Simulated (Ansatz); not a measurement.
Co2N (space group Pnnm)

```xyz
6
Lattice="4.2236 0.0000 0.0000 0.0000 4.4831 0.0000 0.0000 0.0000 2.7927" Properties=species:S:1:pos:R:3 pbc="T T T"
Co     0.9722     0.7863     1.3963
Co     3.0840     1.4552     0.0000
Co     3.2514     3.6968     1.3963
Co     1.1396     3.0279     0.0000
N      2.1118     2.2415     1.3963
N      0.0000     0.0000     0.0000
```

The slice is a (100) plane (indices of the conventional cell) through the point (0.270, 0.675, 0.000) (fractional), spanned by u = [001] and v = [010] in vectors of this cell: u (2.79 Å) and v (4.48 Å, at 90° to u). It covers one period; positions are fractions (u, v).

These are PBEsol (plane waves to 420 eV, PAW, scalar-relativistic; Ansatz, a quantum-chemistry and plane-wave program) values and carry that method's errors. k mesh 11×11×17. Inside the PAW spheres the values are not all-electron values, and peaks at nuclei hang on which shells count as valence. Co2N is run without spin polarisation. Co2N was relaxed with its symmetry unable to fall.

### Question
Predict the map of the electron localisation function (ELF) on the slice.

### Answer
```
|xx941001100149x|
|x96200133100269|
|542101344310124|
|110002344320001|
|000012344321000|
|000111222211100|
|111100000000111|
|110000011000001|
|100001244210000|
|000013799731000|
|000026xxxx62000|
|000027xxxx72000|
|000026xxxx62000|
|110013799731001|
|110001344310001|
|221000111100012|
|111100000000111|
|000111000011100|
|000001111110000|
|110000111100001|
|542100000000124|
|x96200000000269|
|xx941000000149x|
|xxx5100110015xx|
```
Scale: ten equal steps from 0.13 (start of '0') to 0.78 (end of '9'), in the order '0123456789'. Values: electron localisation function (ELF). The map has 15 points along u (one character each, u = 0 at the left) and 24 along v (v = 0 in the bottom row). Points within 0.4 Å of a nucleus are blanked (x), as the pseudised field means little there.
